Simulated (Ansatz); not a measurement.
## SiC with Mn replacing Si: gradients before and after relaxing the atoms

Start: a supercell of SiC (zinc blende type, F-43m) built from a structure deposited in the COD, with all atoms left at the host's positions.

Space group F-43m (No. 216); a = 13.0740 Å.

| site | Wyckoff | site symmetry | x | y | z |
| --- | --- | --- | --- | --- | --- |
| Mn | 4a | -43m | 0.0000 | 0.0000 | 0.0000 |
| Si2 | 48h | ..m | 0.1667 | 0.0000 | 0.1667 |
| Si5 | 16e | .3m | 0.3333 | 0.8333 | 0.1667 |
| Si9 | 16e | .3m | 0.6667 | 0.6667 | 0.3333 |
| Si15 | 24f | 2.mm | 0.5000 | 0.6667 | 0.5000 |
| C28 | 16e | .3m | 0.0833 | 0.9167 | 0.0833 |
| C29 | 24g | 2.mm | 0.2500 | 0.9167 | 0.2500 |
| C33 | 48h | ..m | 0.5833 | 0.7500 | 0.4167 |
| C41 | 16e | .3m | 0.4167 | 0.5833 | 0.4167 |
| C54 | 4c | -43m | 0.7500 | 0.2500 | 0.7500 |

One atom of each set is listed; the run and its k-mesh use a cell of 54 atoms with edges of 9.24, 9.24, 9.24 Å.

Computed with Ansatz: DFT, PBE, plane waves and PAW, scalar-relativistic, collinear spin, 420 eV cutoff, Γ-centred 3×3×3 k-points, Fermi–Dirac smearing 0.01 eV. Start moments as typed (μB): 3 on each Mn, none on the rest.

The largest force at the start is 1.1 eV/Å. Relaxing the ions at fixed cell moves them by 0.052 Å at most (atom 28, C) and 0.015 Å rms.

```tsv
site	moved (Å)	first shell before	first shell after	V_zz before (10²¹ V/m²)	η before
Mn	0.000	4 C at 1.89 Å	4 C at 1.94 Å	0.00	–
Si2	0.010	4 C at 1.89 Å	4 C at 1.88–1.89 Å	0.54	0.02
Si5	0.001	4 C at 1.89 Å	4 C at 1.89 Å	-0.061	0.00
Si9	0.001	4 C at 1.89 Å	4 C at 1.88–1.89 Å	-0.016	0.00
Si15	0.000	4 C at 1.89 Å	4 C at 1.89 Å	-0.055	0.89
C28	0.052	1 Mn at 1.89 Å, 3 Si at 1.89 Å	3 Si at 1.88 Å, 1 Mn at 1.94 Å	0.080	0.00
C29	0.000	4 Si at 1.89 Å	4 Si at 1.89 Å	0.29	0.14
C33	0.003	4 Si at 1.89 Å	4 Si at 1.88–1.89 Å	0.080	0.96
C41	0.000	4 Si at 1.89 Å	4 Si at 1.89 Å	0.016	0.00
```

**Question.** What are V_zz and η after the relaxation?

**Answer.** 

```csv
site,V_zz after,η after,change of V_zz
Mn,0.00,–,0.00
Si2,0.57,0.24,+0.03
Si5,<0.005,–,+0.06
Si9,0.029,0.00,+0.04
Si15,0.053,0.53,–
C28,0.24,0.00,+0.16
C29,0.19,0.45,-0.10
C33,-0.050,0.55,–
C41,-0.021,0.00,-0.04
```

The largest change of V_zz along a kept axis is on C28, from 0.080 to 0.24. Where |V_zz| stays above 0.1 and the axes keep their order, η moves most on C29, from 0.14 to 0.45. On C33, Si15 the largest principal value lies along another axis in the second run, so the two V_zz can't be compared directly. Other sites without a gradient aren't listed.

The defect repeats with the cell of 54 atoms, so it feels its images: sites between two images don't show the values beside a lone defect, and zeros or small values of η there can come from the images' arrangement. The defect cell has no gap above 0.1 eV on its mesh, so the values can hang on the smearing and the k-mesh.
Before: The neighbours have not yet relaxed around the defect (largest force 1.1 eV/Å), so a real crystal will differ.
After: The relaxation keeps the site symmetry -43m of the start, so the impurity can't leave its site; a distortion that would localise the partly filled state isn't explored.
